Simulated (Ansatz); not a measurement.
Input and command of a plane-wave DFT calculation in Ansatz:

```yaml
crystal:
  lattice:
    - [2.9625498877, 0.0, 0.0]
    - [-1.4812749439, 2.5656434627, 0.0]
    - [0.0, 0.0, 4.7430978028]
  atoms:
    - { symbol: Au, position: [0.3333333333, 0.6666666667, 0.75] }
    - { symbol: Au, position: [0.6666666667, 0.3333333333, 0.25] }
basis:
  ecutwfc: 500
kpoints:
  mp_grid: { grid: [24, 24, 12] }
hamiltonian:
  xc: r2scan
scf:
  occupations: { method: gaussian, width: 0.15 }
output:
  forces: true
  stress: true
  eigenvalues: true
```

```bash
ansatz run input.yaml --threads 2 --pin off --max-ram 5120MiB --backend cpu --events-out ev --progress --plain --runs-dir out
```

Processor: Intel(R) Xeon(R) Platinum 8375C CPU @ 2.90GHz (Ice Lake), 2 threads, on a host shared with other jobs.

Task: Estimate time, memory and problem size.

Result: About 14 s on 2 threads of Intel(R) Xeon(R) Platinum 8375C CPU @ 2.90GHz (Ice Lake) (shared host), peak memory 0.71 GiB. It solves 23 bands at 427 k points (the mesh reduced by symmetry) with about 941 plane waves, in 7 SCF iterations.
